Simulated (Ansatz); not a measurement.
ZrGa3, DFT, LDA, PAW with Ansatz's default frozen-core files, scalar-relativistic (Ansatz 0.2.0), run on 1 thread of Intel(R) Xeon(R) 6975P-C (Granite Rapids) on a shared host.

The geometry is COD entry 1523054, unchecked; take it as a test cell. It is an old determination, and later ones may differ. The listed cell was then made from it by scaling, straining or moving an atom.

Command: `ansatz run input.yaml --threads 1 --pin off --max-ram 4096MiB --backend cpu --events-out ev --progress --plain --runs-dir out`

```yaml
crystal:
  lattice:
    - [-1.9855, 1.9855, 4.408145]
    - [1.9855, -1.9855, 4.408145]
    - [1.9855, 1.9855, -4.408145]
  atoms:
    - { symbol: Zr, position: [0.0, 0.0, 0.0] }
    - { symbol: Ga, position: [0.5, 0.5, 0.0] }
    - { symbol: Ga, position: [0.75, 0.25, 0.5] }
    - { symbol: Ga, position: [0.25, 0.75, 0.5] }
kpoints:
  mp_grid: { grid: [12, 12, 12] }
scf:
  occupations: { method: fermi_dirac, width: 0.03 }
hamiltonian:
  xc: lda
  pseudopotentials: { kind: paw }
output:
  forces: true
  stress: true
  eigenvalues: true
  efg: { contact_densities: true }
  write_density: true
  write_potential: true
  elf: true
  volumetric_format: npy
```

(1) How large is the problem that the program sets up?

(2) Estimate the wall time and the peak memory.

(3) And the same cell and mesh by all-electron PAW (datasets made for this crystal), asked for forces, stress, eigenvalues, efg, on the same hardware?

Results:

(1) 163 irreducible k-points, 1371 plane waves at Γ, 31 bands.

(2) 17 s of wall time for 8 SCF iterations, with a peak of 0.63 GiB. Times on shared machines scatter by tens of per cent.

(3) 34 s, peak memory 1.1 GiB.
